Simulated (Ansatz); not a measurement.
Consider the following.

S:
Space group Pm-3m (No. 221); a = b = c = 2.5703 Å, α = β = γ = 90.00°

```json
[
 {"atom": "S", "site": "1a", "symmetry": "m-3m", "x": "0.0000", "y": "0.0000", "z": "0.0000"}
]
```

This is the r²SCAN-relaxed structure.

### Question
All from DFT-r²SCAN in the program Ansatz with PAW potentials, unless another level is named. Estimate the electronic character.

### Answer
metallic (no gap).

### Question
Next, the density of states at the Fermi level?

### Answer
0.45 states/eV per atom (mean over ±0.08 eV).

A made-up cell: these elements were put on the sites of a structure type; neither database checked (COD, Materials Project) lists it. It is not the phase usual at ambient conditions (space group No. 70). Symmetry was held in the r²SCAN relaxation; its stability against distortions is not shown here.

Potentials: the later of the program's two PAW sets.
